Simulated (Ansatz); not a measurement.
This run works on a generated trial structure, not on a known crystal.

Input and command of a plane-wave DFT calculation in Ansatz:

```yaml
crystal:
  lattice:
    - [-1.7945747875, 1.7945747875, 9.4638838673]
    - [1.7945747875, -1.7945747875, 9.4638838673]
    - [1.7945747875, 1.7945747875, -9.4638838673]
  atoms:
    - { symbol: Na, position: [0.0, 0.0, 0.0] }
    - { symbol: Si, position: [0.3247678294, 0.3247678294, 0.0] }
    - { symbol: Si, position: [0.6752321706, 0.6752321706, 0.0] }
    - { symbol: P, position: [0.25, 0.75, 0.5] }
    - { symbol: P, position: [0.609571871, 0.109571871, 0.5] }
    - { symbol: P, position: [0.890428129, 0.390428129, 0.5] }
basis:
  ecutwfc: 420
kpoints:
  mp_grid: { grid: [12, 12, 12] }
hamiltonian:
  xc: pbe
scf:
  occupations: { method: gaussian, width: 0.1 }
output:
  forces: true
  stress: true
  eigenvalues: true
relax:
  adjacent_minimum: "off"
  f_tol: 0.01
  max_steps: 30
  cell: { stress_tol: 0.1, fix: [volume] }
```

```bash
ansatz run input.yaml --threads 1 --pin off --max-ram 2560MiB --backend cpu --events-out ev --progress --plain --runs-dir out
```

Processor: Intel(R) Xeon(R) 6975P-C (Granite Rapids), 1 thread, on a host shared with other jobs.

Q: How long does it run, and how much memory does it take?

A: About 120 s, peak memory 0.68 GiB. It solves 22 bands at 163 k points (after reduction by symmetry) with about 2375 plane waves, in 25 SCF iterations over 4 ionic steps.
